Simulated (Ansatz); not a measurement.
Here is the system:

IrC:
```
IrC
1.0
    0.00000     2.29000     2.29000
    2.29000     0.00000     2.29000
    2.29000     2.29000     0.00000
Ir C
1 1
Direct
  0.00000   0.00000   0.00000
  0.25000   0.25000   0.25000
```

This is the PBEsol-relaxed structure.

Task: All from the program Ansatz at the PBEsol level (PAW), unless another level is named. Estimate the highest zone-centre frequency.

Result: 655 cm^-1.

Task: Give the Poisson's ratio.

Result: 0.38.

Space group F-43m (zinc blende). The start of the workflow was typed in or built on a structure type; neither database checked (COD, Materials Project) lists it. Whether it is the stable phase at ambient conditions was not checked. Symmetry was held in the PBEsol relaxation; its stability against distortions is not shown here. The run is not spin-polarised. Its formation energy is positive at this level, so the cell may be metastable or incomplete. As this level gives no gap, phonon frequencies hold no LO–TO term and depend on the k-mesh and smearing (Fermi–Dirac, 0.1 eV here). Spin–orbit coupling is left out wherever it is not named.

Potentials: the earlier of the program's two PAW sets. The files were generated under PBE; for other functionals the program regenerates the frozen cores, and for LDA and PBEsol the local potential too.
